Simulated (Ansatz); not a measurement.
Relaxed InSb (zinc blende):

```yaml
crystal:
  lattice:
    - [0.00000, 3.31730, 3.31730]
    - [3.31730, 0.00000, 3.31730]
    - [3.31730, 3.31730, 0.00000]
  atoms:
    - { symbol: Sb, position: [0.75000, 0.75000, 0.75000] }
    - { symbol: In, position: [0.00000, 0.00000, 0.00000] }
```

Computed with PBE (plane waves to 420 eV, PAW, scalar-relativistic; Ansatz, a quantum-chemistry and plane-wave program). k mesh 10×10×10 (Γ-centred), Fermi-Dirac smearing 0.05 eV. With partly filled bands, energies and forces of such displacements shift with the k mesh and the smearing. At this level the bands of InSb touch or barely overlap; measurements give the solid a gap. InSb was relaxed with its symmetry unable to fall. Spin-orbit coupling is left out, though Sb is heavy.

One atom of the cell was then moved (with its periodic images), all else fixed, and the forces (eV/Å) came out as:

| atom | Fx | Fy | Fz |
|---|---|---|---|
| Sb1 | 1.874 | 0.000 | 0.000 |
| In2 | -1.874 | 0.000 | 0.000 |

With two atoms only their relative shift counts; take In2 as fixed.

### Question
Which atom was moved, and by which vector (Å)?

### Answer
Sb1, by (-0.34, 0.00, 0.00), 0.34 Å in all.

(A displaced cell: forces are minus the slopes of the energy, force constants its curvatures, and phonons follow from these.)
